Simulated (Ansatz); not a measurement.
W:
```
CELL_PARAMETERS angstrom
      2.73590     0.00000     0.00000
     -1.36795     2.36936     0.00000
      0.00000     0.00000     4.85395
ATOMIC_POSITIONS crystal
  W  0.66667 0.33333 0.75000
  W  0.33333 0.66667 0.25000
```

Relaxed with LDA. Special points in fractions of this cell's reciprocal vectors: Γ (0.000, 0.000, 0.000); M (0.500, 0.000, 0.000); K (0.333, 0.333, 0.000); A (0.000, 0.000, 0.500); L (0.500, 0.000, 0.500); H (0.333, 0.333, 0.500).

List the band energies nearest the Fermi level at these points for LDA (plane waves, PAW; program Ansatz).

In eV from the Fermi level; about four levels below and three above (degenerate sets whole), none deeper than 8.9 eV; … stands for higher levels left out; points with the same levels are listed once.

```tsv
k	below	above
Γ	-1.78 -0.53 -0.53 -0.04	0.09 0.09 2.01 2.01
M	-1.33 -0.80 -0.37 -0.30	4.93 5.95 6.30
K	-2.86 -2.86 -2.41 -1.61 -1.61	0.36 3.30 3.38 3.38
A	-0.49 -0.49 -0.49 -0.49	…
L	-5.65 -5.65 -3.65 -3.65	1.47 1.47 1.68 1.68
H	-2.96 -2.96 -1.34 -1.34	0.63 0.63 4.57 4.57
```

Space group P6_3/mmc (hcp (Mg type)). The workflow started from a Materials Project entry (that database holds measured and hypothetical structures alike); the Crystallography Open Database copy checked does not list it. It is not the phase usual at ambient conditions (space group No. 229). Symmetry was held in the LDA relaxation; of distortions, only those at the zone centre were tested. The run is not spin-polarised. Spin–orbit coupling is left out wherever it is not named.

Potentials: the earlier of the program's two PAW sets.
